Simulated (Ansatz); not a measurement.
Cu$_{2}$O in space group Pn-3m (No. 224; Cu on 4c, O on 2a), DFT-PBE in the program Ansatz with PAW potentials. The conduction-band minimum lies at Γ, with 1 equivalent valley. Second derivatives d²E/dk² of the lowest band at one valley (eV·Å²), along Cartesian directions:

```tsv
direction	d²E/dk²
[100]	8.183
[010]	8.183
[001]	8.183
[110]	8.183
[101]	8.183
[011]	8.183
```

Find the principal effective masses, the density-of-states mass and the conductivity mass.

Off-diagonal terms follow from H_xy = H[110] − (H_xx + H_yy)/2, and m*/mₑ = 7.620 eV·Å² over each eigenvalue: 0.93, 0.93, 0.93. One valley's DOS mass (m₁m₂m₃)^(1/3) = 0.93, conductivity mass 3/(Σ 1/mᵢ) = 0.93 mₑ.

What effective density of states Nc follows at 300 K for parabolic valleys?

Nc = 2.509e19 × 1 × (0.93)^(3/2) ≈ 2.3e19 cm⁻³.

The cell was relaxed with PBE under the symmetry of its start. No spin polarisation was allowed. No Hubbard U is applied.

Potentials: the later of the program's two PAW sets.

Edges and masses are those of Kohn–Sham bands, whose gap is no quasiparticle gap.
